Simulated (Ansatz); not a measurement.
TiO2 in space group Pbca (No. 61; Ti on 8c, O on 8c, O on 8c), DFT-r²SCAN in the program Ansatz with PAW potentials. The conduction-band minimum lies at Γ, with 1 equivalent valley. Second derivatives d²E/dk² of the lowest band at one valley (eV·Å²), along Cartesian directions:

| direction | d²E/dk² |
|---|---|
| [100] | 1.529 |
| [010] | 1.119 |
| [001] | 12.25 |
| [110] | 1.324 |
| [101] | 6.890 |
| [011] | 6.683 |

Q: Find the principal effective masses, the density-of-states mass and the conductivity mass.

A: Off-diagonal terms follow from H_xy = H[110] − (H_xx + H_yy)/2, and m*/mₑ = 7.620 eV·Å² over each eigenvalue: 0.62, 5.0, 6.8. One valley's DOS mass (m₁m₂m₃)^(1/3) = 2.8, conductivity mass 3/(Σ 1/mᵢ) = 1.5 mₑ.

Q: What effective density of states Nc follows at 300 K for parabolic valleys?

A: Nc = 2.509e19 × 1 × (2.8)^(3/2) ≈ 1.2e20 cm⁻³.

The r²SCAN relaxation kept the symmetry of its start. No spin polarisation was allowed.

Potentials: the earlier of the program's two PAW sets. The files were generated under PBE; for other functionals the program regenerates the frozen cores, and for LDA and PBEsol the local potential too.

Edges and masses are those of Kohn–Sham bands, whose gap is no quasiparticle gap.
